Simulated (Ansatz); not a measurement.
A plane-wave DFT run in Ansatz 0.2.0 (scalar-relativistic PAW potentials unless the input names others): input and command.

```yaml
crystal:
  lattice:
    - [-3.0295775052, 3.0295775052, 2.4608591636]
    - [3.0295775052, -3.0295775052, 2.4608591636]
    - [3.0295775052, 3.0295775052, -2.4608591636]
  atoms:
    - { symbol: Ta, position: [0.1609623557, 0.6609623557, 0.8219247113] }
    - { symbol: Ta, position: [0.6609623557, 0.8390376443, 0.5] }
    - { symbol: Ta, position: [0.3390376443, 0.1609623557, 0.5] }
    - { symbol: Ta, position: [0.8390376443, 0.3390376443, 0.1780752887] }
    - { symbol: Co, position: [0.75, 0.75, 0.0] }
    - { symbol: Co, position: [0.25, 0.25, 0.0] }
basis:
  ecutwfc: "300 eV"
  ecutrho_ratio: 8
kpoints:
  mp_grid: { grid: [10, 10, 10] }
hamiltonian:
  xc: pbesol
scf:
  occupations: { method: gaussian, width: 0.1 }
output:
  forces: true
  eigenvalues: true
  stress: true
```

```bash
ansatz run input.yaml --threads 2 --pin off --max-ram 5120MiB --backend cpu --events-out ev --progress --plain --runs-dir out
```

Abridged log:
```
Warning: basis.ecutwfc = 300 eV is below the records' recommended 420 eV, and the density's cutoff is lower with it unless basis.ecutrho_ratio is high enough to keep the records' density cutoff: compare with a run at a higher cutoff
Basis set: ecut = 300 eV, 1015 PW (Γ), exchange–correlation on 80×80×80 points (8 copies of the dense FFT grid, shifted against one another)
Bands: 52, of which v1, the nominal top of the filled ones, is band 43 counted from 1 (42 counted from 0)
Symmetry: 16 space group operations
k-points: 102 of 1000
SCF iter   1: F=—  HF=-49412.486337 eV  |F-HF|=—  |Δ(HF+E_count)|=         —  Δρ=3.84e-2  dr2=9.80e-1  ethr=1.77e-3  ⟨swp⟩=4.1  Hψ=17119  notcnv=0
SCF iter   2: F=—  HF=-49412.379541 eV  |F-HF|=—  |Δ(HF+E_count)|=   1.07e-1  Δρ=7.22e-3  dr2=4.24e-2  ethr=1.14e-3  ⟨swp⟩=2.0  Hψ=6854  notcnv=0  defer=202
SCF iter   3: F=—  HF=-49412.359540 eV  |F-HF|=—  |Δ(HF+E_count)|=   2.00e-2  Δρ=2.23e-3  dr2=4.16e-3  ethr=4.93e-5  ⟨swp⟩=2.1  Hψ=7672  notcnv=0  defer=213
SCF iter   4: F=—  HF=-49412.357624 eV  |F-HF|=—  |Δ(HF+E_count)|=   1.92e-3  Δρ=1.73e-3  dr2=2.99e-3  ethr=4.83e-6  ⟨swp⟩=2.0  Hψ=6884  notcnv=0  defer=213
SCF iter   5: F=—  HF=-49412.357461 eV  |F-HF|=—  |Δ(HF+E_count)|=   1.63e-4  Δρ=6.23e-4  dr2=3.52e-4  ethr=3.48e-6  ⟨swp⟩=1.0  Hψ=5073  notcnv=0  defer=213
SCF iter   6: F=—  HF=-49412.357427 eV  |F-HF|=—  |Δ(HF+E_count)|=   3.40e-5  Δρ=6.50e-5  dr2=5.45e-6  ethr=4.10e-7  ⟨swp⟩=1.2  Hψ=5114  notcnv=0  defer=213
SCF iter   7: F=—  HF=-49412.357417 eV  |F-HF|=—  |Δ(HF+E_count)|=   1.00e-5  Δρ=1.39e-5  dr2=1.37e-7  ethr=6.34e-9  ⟨swp⟩=2.0  Hψ=6825  notcnv=0  defer=213
SCF iter   8: F=-49412.357417 eV  HF=-49412.357417 eV  |F-HF|=2.74e-9  |Δ(HF+E_count)|=   2.83e-8  Δρ=2.45e-6  dr2=4.53e-9  ethr=1.16e-10  ⟨swp⟩=8.6  Hψ=18688  notcnv=0
SCF 1 converged in 8 iterations: F = -49412.357417 eV  dr2 = 4.53e-9
SCF converged after 8 iterations
Free energy (F): -49412.357417 eV
Harris-Foulkes:  -49412.357417 eV  (|F-HF|=2.74e-9)
Internal energy: -49412.335473 eV  (E = F + TS)
E sigma→0 (E₀):  -49412.346445 eV
Entropy (-TS):   -0.021944 eV (-3.657 meV/atom)
Fermi energy:    19.467649 eV
--- Forces (eV/Å), atoms counted from 1 ---
  atom   1  Ta    -0.02103310    -0.02103310     0.00000000
  atom   2  Ta     0.02103310    -0.02103310     0.00000000
  atom   3  Ta    -0.02103310     0.02103310     0.00000000
  atom   4  Ta     0.02103310     0.02103310     0.00000000
  atom   5  Co     0.00000000     0.00000000     0.00000000
  atom   6  Co     0.00000000     0.00000000     0.00000000
--- Stress (GPa, compression-positive) ---
        0.603164       0.000000       0.000000
        0.000000       0.603164       0.000000
        0.000000       0.000000       1.148822
  P = ⅓ Tr σ = 0.7851 GPa (7.851 kbar)
```

Apart from outputs, empty bands and the relaxation, which only the reference makes, the input differs from a reference run on usual settings in basis.ecutrho_ratio: not typed → 8; basis.ecutwfc: 420 → "300 eV". The reference, at the same geometry, ended its own course with pressure 0.00 GPa, largest force 0.001 eV/Å, no gap on the mesh. This run converged in 8 SCF iterations with an energy at zero smearing 214 meV/atom above the reference's, pressure 0.79 GPa, largest force 0.030 eV/Å, no gap on the mesh. Its cutoff is looser than usual, and the result moved.

Time: 7.2 s on 2 threads of Arm Neoverse V2 (shared host), peak memory 0.53 GiB.